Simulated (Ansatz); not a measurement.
NMR crystallography of CaScBO4: given against relaxed positions

Start: a refined structure from the COD, taken as it stands.

```cif
data_CaScBO4
_symmetry_space_group_name_H-M 'Pnma'
_symmetry_Int_Tables_number 62
_cell_length_a 10.2830
_cell_length_b 3.3636
_cell_length_c 9.4320
_cell_angle_alpha 90.000
_cell_angle_beta 90.000
_cell_angle_gamma 90.000
loop_
_atom_site_label
_atom_site_type_symbol
_atom_site_symmetry_multiplicity
_atom_site_Wyckoff_symbol
_atom_site_fract_x
_atom_site_fract_y
_atom_site_fract_z
Ca Ca 4 c 0.5887 0.7500 0.8409
Sc Sc 4 c 0.3899 0.2500 0.5716
B B 4 c 0.3046 0.2500 0.8649
O13 O 4 c 0.5020 0.7500 0.6156
O17 O 4 c 0.2434 0.2500 0.7343
O21 O 4 c 0.2662 0.7500 0.4892
O25 O 4 c 0.4379 0.2500 0.8747
```

One atom of each set is listed.

The numbers come from a DFT calculation in Ansatz (PBE, plane waves and PAW, scalar-relativistic, 420 eV cutoff, Γ-centred 3×7×3 k-points, Fermi–Dirac smearing 0.02 eV).

The largest force at the start is 0.41 eV/Å. Relaxing the ions at fixed cell moves them by 0.019 Å at most (atom 1, Ca) and 0.012 Å rms.

```csv
site,moved (Å),first shell before,first shell after,V_zz before (10²¹ V/m²),η before
Ca,0.019,7 O at 2.30–2.70 Å,7 O at 2.31–2.68 Å,-2.38,0.16
Sc,0.019,6 O at 2.08–2.25 Å,6 O at 2.07–2.25 Å,4.96,0.20
B,0.005,3 O at 1.37–1.38 Å,3 O at 1.38–1.39 Å,2.62,0.09
O13,0.005,"3 Sc at 2.08–2.09 Å, 1 Ca at 2.30 Å","3 Sc at 2.07–2.09 Å, 1 Ca at 2.32 Å",-0.67,0.04
O17,0.009,"1 B at 1.38 Å, 1 Sc at 2.15 Å; also 2 Ca at 2.42 Å","1 B at 1.39 Å, 1 Sc at 2.16 Å; also 2 Ca at 2.42 Å",5.16,0.91
O21,0.014,"1 B at 1.38 Å, 2 Sc at 2.25 Å, 1 Ca at 2.43 Å","1 B at 1.39 Å, 2 Sc at 2.25 Å, 1 Ca at 2.42 Å",-6.67,0.43
O25,0.003,1 B at 1.37 Å,1 B at 1.38 Å,5.02,0.90
```

Problem. What are V_zz and η after the relaxation?

Solution. 

```
site  V_zz after  η after  change of V_zz
  Ca       -2.41     0.17           -0.03
  Sc        4.94     0.12           -0.02
   B        2.60     0.09           -0.02
 O13       -0.60     0.12           +0.07
 O17        5.24     0.89           +0.08
 O21       -6.76     0.47           -0.09
 O25        5.07     0.87           +0.05
```

The largest change of V_zz is on O21, from -6.67 to -6.76. The whole tensor moves most on Sc, by 0.25 along its most changed direction. In per cent, |V_zz| changes by +1 on Ca, 0 on Sc, -1 on B, -11 to +2 on O (all sites that start above 0.5).
